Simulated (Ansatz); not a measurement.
Problem. Each is relaxed and computed with the program Ansatz at the LDA level (PAW). Which is the only one with a gap?
(A) InAs, rock salt
(B) ZrC, rock salt
(C) MgO, rock salt
(D) Mg2Si, P4/nmm (Mg on 2a, Mg on 2c, Si on 2c)

Solution. C, MgO, rock salt. MgO: gap 5.03 eV (direct); ZrC: metal; InAs: metal; Mg2Si: metal. Not the usual ambient phase: InAs, rock salt; Mg2Si, P4/nmm (Mg on 2a, Mg on 2c, Si on 2c). All cells were relaxed under the symmetry of their starts (and spin orders); stability against distortions was not tested throughout. Rows with no word on spin ran without spin polarisation. Scalar-relativistic: spin–orbit coupling is off unless named, which matters more the heavier the elements.

Potentials: the later of the program's two PAW sets.
